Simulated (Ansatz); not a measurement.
Theory: DFT PBE, scalar-relativistic, plane waves, PAW (Ansatz 0.2.0). All cells share a 420 eV cutoff and Γ-centred k meshes spaced at most about 0.3 Å⁻¹ (about 0.25 or finer for metals, 2π included). Collinear spin in cells that started with moments and kept them past the coarse steps, no spin elsewhere.

Temperature and zero-point effects are left out. All come from trial cells, and lower structures may exist.

Question: These unrelaxed guesses for TaH₃Br₂ are each relaxed within their symmetry. Order them by the energy at which they end, lowest first.
1.

```cif
data_structure
_symmetry_space_group_name_H-M 'R-3m:H'
_symmetry_Int_Tables_number 166
_cell_length_a 5.5895
_cell_length_b 5.5895
_cell_length_c 13.2652
_cell_angle_alpha 90.000
_cell_angle_beta 90.000
_cell_angle_gamma 120.000
_cell_volume 358.92
loop_
_atom_site_label
_atom_site_type_symbol
_atom_site_symmetry_multiplicity
_atom_site_Wyckoff_symbol
_atom_site_fract_x
_atom_site_fract_y
_atom_site_fract_z
_atom_site_occupancy
Ta1 Ta 3 a 0.00000 0.00000 0.00000 1
H1 H 9 d 0.83333 0.16667 0.16667 1
Br1 Br 6 c 0.33333 0.66667 0.29236 1
```

2.

```cif
data_structure
_symmetry_space_group_name_H-M 'P-6m2'
_symmetry_Int_Tables_number 187
_cell_length_a 3.9550
_cell_length_b 3.9550
_cell_length_c 7.8072
_cell_angle_alpha 90.000
_cell_angle_beta 90.000
_cell_angle_gamma 120.000
_cell_volume 105.76
loop_
_atom_site_label
_atom_site_type_symbol
_atom_site_symmetry_multiplicity
_atom_site_Wyckoff_symbol
_atom_site_fract_x
_atom_site_fract_y
_atom_site_fract_z
_atom_site_occupancy
Ta1 Ta 1 f 0.66667 0.33333 0.50000 1
H1 H 1 e 0.66667 0.33333 0.00000 1
H2 H 1 b 0.00000 0.00000 0.50000 1
H3 H 1 a 0.00000 0.00000 0.00000 1
Br1 Br 2 h 0.33333 0.66667 0.75201 1
```

3.

```cif
data_structure
_symmetry_space_group_name_H-M 'P-3m1'
_symmetry_Int_Tables_number 164
_cell_length_a 4.4134
_cell_length_b 4.4134
_cell_length_c 7.0784
_cell_angle_alpha 90.000
_cell_angle_beta 90.000
_cell_angle_gamma 120.000
_cell_volume 119.40
loop_
_atom_site_label
_atom_site_type_symbol
_atom_site_symmetry_multiplicity
_atom_site_Wyckoff_symbol
_atom_site_fract_x
_atom_site_fract_y
_atom_site_fract_z
_atom_site_occupancy
Ta1 Ta 1 a 0.00000 0.00000 0.00000 1
H1 H 2 d 0.66667 0.33333 0.35400 1
H2 H 1 b 0.00000 0.00000 0.50000 1
Br1 Br 2 d 0.66667 0.33333 0.74281 1
```

4.

```cif
data_structure
_symmetry_space_group_name_H-M 'P4/mmm'
_symmetry_Int_Tables_number 123
_cell_length_a 3.4578
_cell_length_b 3.4578
_cell_length_c 10.9492
_cell_angle_alpha 90.000
_cell_angle_beta 90.000
_cell_angle_gamma 90.000
_cell_volume 130.91
loop_
_atom_site_label
_atom_site_type_symbol
_atom_site_symmetry_multiplicity
_atom_site_Wyckoff_symbol
_atom_site_fract_x
_atom_site_fract_y
_atom_site_fract_z
_atom_site_occupancy
Ta1 Ta 1 a 0.00000 0.00000 0.00000 1
H1 H 2 h 0.50000 0.50000 0.17872 1
H2 H 1 d 0.50000 0.50000 0.50000 1
Br1 Br 2 g 0.00000 0.00000 0.33344 1
```

Answer: 2 (ends in P-6m2, 0 meV/atom), 1 (ends in R-3m, 38 meV/atom), 4 (ends in P4/mmm, 127 meV/atom), 3 (ends in P-3m1, 229 meV/atom). Even the lowest end lies +0.41 eV/atom against the elements.

No dispersion correction is applied, so the spacing and binding between layers, chains or molecules are poorly described (P-6m2, P4/mmm), and this can change margins and order among such cells. These runs have no spin–orbit coupling, which can matter for Ta. H stands nearly free of neighbours here, and without spin polarisation the energy of such atoms comes out too high. With hydrogen, zero-point motion can shift such differences by 10 meV/atom or more. A magnetic state wasn't ruled out in cells without spin, among them P-6m2, P-3m1. Another magnetic order may lie lower. Cells relaxed within their symmetry can be saddle points. Some structure types and database cells were kept out of the candidates from the start, so a known form may be missing.
